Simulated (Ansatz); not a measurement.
VN (rock salt, Fm-3m), a = b = c = 4.0730 Å, α = β = γ = 90.00°; the cell used has 2 atoms.

Relaxed with PBEsol.

Q: Tabulate the valence density and the electron localisation function along the shortest V–V contact (2.88 Å), plane-wave PAW PBEsol (Ansatz code).

A: 

| distance from V (Å) | density (e/Å³) | ELF |
|---|---|---|
| 0.29 | 12.01 | 0.75 |
| 0.43 | 7.76 | 0.76 |
| 0.58 | 4.09 | 0.68 |
| 0.72 | 1.78 | 0.47 |
| 0.86 | 0.73 | 0.22 |
| 1.01 | 0.39 | 0.12 |
| 1.15 | 0.28 | 0.13 |
| 1.30 | 0.25 | 0.17 |
| 1.44 | 0.25 | 0.19 |
| 1.58 | 0.25 | 0.17 |
| 1.73 | 0.28 | 0.13 |
| 1.87 | 0.39 | 0.12 |
| 2.02 | 0.73 | 0.22 |
| 2.16 | 1.78 | 0.47 |
| 2.30 | 4.09 | 0.68 |
| 2.45 | 7.76 | 0.76 |
| 2.59 | 12.01 | 0.75 |

The density is the valence pseudo-density with augmentation charge, so density and ELF within about 1 Å of a nucleus are not all-electron values.

The PBEsol relaxation kept the symmetry of its start. The workflow began spin-polarised and lost its moments.

Potentials: the later of the program's two PAW sets.
